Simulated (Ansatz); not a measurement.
Data sheet: TaAl (DFT)

TaAl:
```xyz
2
Lattice="2.8219 0.0000 0.0000 0.0000 2.8219 0.0000 0.0000 0.0000 4.1590" Properties=species:S:1:pos:R:3 pbc="T T T"
Ta     0.0000     0.0000     0.0000
Al     1.4110     1.4110     2.0795
```

Space group P4/mmm (No. 123), L1₀ or tetragonal B2; conventional cell a = b = 2.8219 Å, c = 4.1590 Å, α = β = γ = 90.00°.

Method: DFT-r²SCAN in the program Ansatz with PAW potentials. Structure relaxed to zero pressure with the same functional. Other levels are named where they apply.

**Cell and energy**

| Quantity | Result |
|---|---|
| Volume per atom | 16.56 Å³ |
| Density | 10.43 g/cm³ |
| Formation energy from the elements (no fitted shifts) | -0.28 eV/atom |

**Electronic structure**

| Property | Value |
|---|---|
| Electronic character | metallic (no gap) |
| Density of states at the Fermi level | 0.31 states/eV per atom (mean over ±0.08 eV) |
| Gap with spin–orbit coupling | none (metallic) |

**Mechanics**

| Property | Result |
|---|---|
| Bulk modulus (Birch–Murnaghan fit) | 166 GPa |
| Pressure derivative B′ | 4.0 |

**Charges**

| Quantity | Result |
|---|---|
| Bader charges | Ta -0.32, Al +0.32 e |

The start of the workflow was typed in or built on a structure type; neither database checked (COD, Materials Project) lists it. Its standing as an ambient phase is unchecked. Symmetry was held in the r²SCAN relaxation; its stability against distortions is not shown here. No spin polarisation was allowed. Axis ratios of metals converge slowly with the k-mesh, so a and c are less sure than the volume. The references are the lowest solids computed at this level, not always the standard phases. Scalar-relativistic: spin–orbit coupling is off unless named, which matters more the heavier the elements.

Potentials: the later of the program's two PAW sets.
